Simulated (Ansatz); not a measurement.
# C (Fd-3m): energy against volume by PBE and RPA

```cif
data_structure
_symmetry_space_group_name_H-M 'P 1'
_symmetry_Int_Tables_number 1
_cell_length_a 2.5222
_cell_length_b 2.5222
_cell_length_c 2.5222
_cell_angle_alpha 60.000
_cell_angle_beta 60.000
_cell_angle_gamma 60.000
_cell_volume 11.35
loop_
_atom_site_label
_atom_site_type_symbol
_atom_site_fract_x
_atom_site_fract_y
_atom_site_fract_z
_atom_site_occupancy
C1 C 0.00000 0.00000 0.00000 1
C2 C 0.25000 0.25000 0.25000 1
```

RPA total energy on PBE orbitals, soft PAW set, first generation (Ansatz); 4×4×4 mesh, wave cutoff 420 eV, correlation extrapolated to infinite response cutoff from cutoffs up to 160 eV, 8 electrons, all correlated, long-wavelength term: neglected.

Energies and volumes of the whole cell, energies counted from the given cell:

```
V/V_given  V (Å³)  PBE (meV)  Hartree-Fock expression on these orbitals (meV)  RPA (meV)
     0.92   10.44        130                                               62        136
     0.96   10.89         35                                               -1         37
     1.00   11.35          0                                                0          0
     1.04   11.80         16                                               55         10
     1.08   12.25         73                                              154         63
```

Question: Fit third-order Birch-Murnaghan curves. Where are the minima?

Answer: PBE: V0 = 5.71 Å³ an atom (lattice constants +0.2 % against the given cell), B0 = 431 GPa; Hartree-Fock expression on these orbitals: V0 = 5.55 Å³ an atom (lattice constants -0.7 % against the given cell), B0 = 510 GPa; RPA: V0 = 5.73 Å³ an atom (lattice constants +0.3 % against the given cell), B0 = 421 GPa. The RPA points scatter about the fit by some 1 meV, so its minimum and above all its modulus are rough.

Soft PAW datasets can recover too little correlation energy, by a few per cent up to a quarter and more. This ran on a trial build of the method. The mesh is coarse, so these are values at the stated settings, not converged ones.
